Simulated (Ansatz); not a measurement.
The elements of this relaxed trial crystal are hidden behind letters.

```
lattice vectors (Å)
   4.2622    0.0000    0.0000
   0.0000    4.2622    0.0000
   0.0000    0.0000    8.3830
fractional positions
X 0.0000 0.0000 0.8164
X 0.5000 0.0000 0.1960
X 0.0000 0.5000 0.1960
Z 0.5000 0.0000 0.5521
Z 0.0000 0.5000 0.5521
Q 0.0000 0.0000 0.0867
```

Computed with DFT PBE, scalar-relativistic, plane waves, PAW in Ansatz 0.2.0. Cutoff 420 eV, Γ-centred 10×10×6 mesh (6-atom cell), Gaussian smearing of 0.10 eV, no spin polarisation.

| Property | Result |
| --- | --- |
| Space group | P4mm (No. 99) |
| Conventional cell | a = 4.262 Å, c = 8.383 Å |
| Volume per atom | 25.38 Å³ |
| Density | 2.08 g/cm³ |
| Energy over the elements | +0.01 eV/atom |
| Gap on the 10×10×6 mesh of the 6-atom cell | 0 eV (a metal) |

Energies are uncorrected and count from the elements' standard states at the same level.

Q: X is an s-block element of period 4, Z is a p-block element of period 3 and Q is a p-block element of period 2. Which elements are they?

A: X = Ca, Z = Si, Q = N, so the formula is Ca3Si2N. Density times volume gives a mean mass of 2.08 × 25.38/1.6605 = 31.8 u per atom, and this set has 31.7 u. Ca on a site of symmetry 4mm has 1 N at 2.27 Å and 4 Si at 3.07 Å; Si is surrounded by 3 Ca at 2.99–3.07 Å and 4 Si at 3.01 Å; around N lie 5 Ca at 2.27–2.32 Å; 1 more site not described. Other sets within the hints have nearly the same mass, so mass alone doesn't settle it; this one was computed.

Symmetry constrained the relaxation, so the result can be a saddle point. Another cell of Ca3Si2N relaxed alike, in P4mm, lies 117 meV/atom lower, so this cell isn't the stable form at this level.
